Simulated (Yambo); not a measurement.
A G0W0@PBEsol run in Yambo for RbBr (rock salt, space group Fm-3m, No. 225) (4×4×4 Γ-centred k mesh, 224 bands and a 7 Ry block in the screening, 224 bands in G with the Bruneval-Gonze terminator, plasmon pole fitted at 27.2 eV) gives these matrix elements, in eV, at the band edges (Γ → Γ):

```tsv
state	E0	<Vxc>	<Σx>	<Σc(E0)>	Z
valence edge	0.000	-12.512	-16.346	1.589	0.821
conduction edge	4.061	-6.592	-2.974	-2.851	0.874
```

Problem. Solve the linearised quasiparticle equation for both states, give the gap, and say how exchange and correlation each act on it.

Solution. E = E0 + Z(Σx + Σc − Vxc). Valence: 0.000 + 0.821 × (-16.346 + (1.589) − (-12.512)) = -1.84 eV. Conduction: 4.061 + 0.874 × (-2.974 + (-2.851) − (-6.592)) = 4.73 eV. The gap is 6.58 eV, against 4.06 eV in PBEsol. Replacing Vxc by bare exchange alone would open it by 7.45 eV; correlation takes back 4.44 eV of that, and Z scales what is left. Nearest settings tried, and what they do to the gap: 138 bands in W, 138 bands in G: -34 meV; 3 Ry block (65 vectors against 181): -214 meV. Not varied: mesh. So the settings aren't converged at that level. 

Spin-orbit coupling is included.

Geometry relaxed with PBEsol; primitive cell a = b = c = 4.839 Å, α = β = γ = 60.00°.
